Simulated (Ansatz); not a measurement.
Ru:
Space group P6₃/mmc (No. 194); a = b = 2.721 Å, c = 4.295 Å, α = β = 90.00°, γ = 120.00°

```csv
atom,site,symmetry,x,y,z
Ru,2d,-6m2,0.6667,0.3333,0.2500
```

Relaxed at zero pressure with PBE (plane waves, PAW; program Ansatz).

### Question
The volume is lowered by 3 % and shape and atoms relax at that volume. What pressure results, and how do the axes share the change?

### Answer
10.2 GPa; a -1.1 %, b -1.1 %, c -0.9 %; the energy rises by 13 meV/atom.

### Question
Give the new structure.

### Answer

Space group P6₃/mmc (No. 194); a = b = 2.692 Å, c = 4.256 Å, α = β = 90.00°, γ = 120.00°

```json
[
 {"atom": "Ru", "site": "2d", "symmetry": "-6m2", "x": "0.6667", "y": "0.3333", "z": "0.2500"}
]
```

The phase is kept; no other phase was compared at this pressure.

Space group P6_3/mmc (hcp (Mg type)). Symmetry was held in the PBE relaxation. No spin polarisation was allowed. Axis ratios of metals converge slowly with the k-mesh, so a and c are less sure than the volume.

Potentials: the later of the program's two PAW sets.
